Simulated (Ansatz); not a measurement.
BAs (zinc blende)

```yaml
crystal:
  lattice:
    - [0.00000, 4.78259, 4.78259]
    - [2.39129, 0.00000, 2.39129]
    - [2.39129, 2.39129, 0.00000]
  atoms:
    - { symbol: As, position: [0.37500, 0.75000, 0.75000] }
    - { symbol: As, position: [0.87500, 0.75000, 0.75000] }
    - { symbol: B, position: [0.00000, 0.00000, 0.00000] }
    - { symbol: B, position: [0.50000, 0.00000, 0.00000] }
```

The atoms are displaced by Q × the pattern below (from a DFPT mode at L = (0.5, 0.0, 0.0), largest move 1; Q in Å), at fixed cell. It is one choice among 2 degenerate patterns. (q is in reciprocal vectors of the primitive cell; the cell shown is doubled to hold the pattern.)

| atom | x | y | z |
|---|---|---|---|
| As1 | 0.036 | -0.066 | 0.102 |
| As2 | -0.036 | 0.066 | -0.102 |
| B3 | 0.285 | -0.520 | 0.805 |
| B4 | -0.285 | 0.520 | -0.805 |

Calculation: r2SCAN (plane waves to 500 eV, PAW, scalar-relativistic; Ansatz, a program for electronic structure). k mesh 6×12×12 (Γ-centred), Fermi-Dirac smearing 0.05 eV. BAs was relaxed with its symmetry unable to fall. The PAW data are Ansatz's earlier set.

At one point of the scan the forces (eV/Å) are:

```
atom      Fx      Fy      Fz
----  ------  ------  ------
As1   -0.166   0.374  -0.611
As2    0.281  -0.440   0.645
B3    -0.313   0.497  -0.733
B4     0.197  -0.431   0.699
```

Problem. Which point is it?
A) Q = 0.100 Å
B) Q = 0.083 Å
C) Q = 0.050 Å
D) Q = 0.017 Å

Solution. C, Q = 0.050 Å

(For displaced atoms, the force is minus the slope of the energy, and its curvature is a force constant, which sets phonon frequencies.)
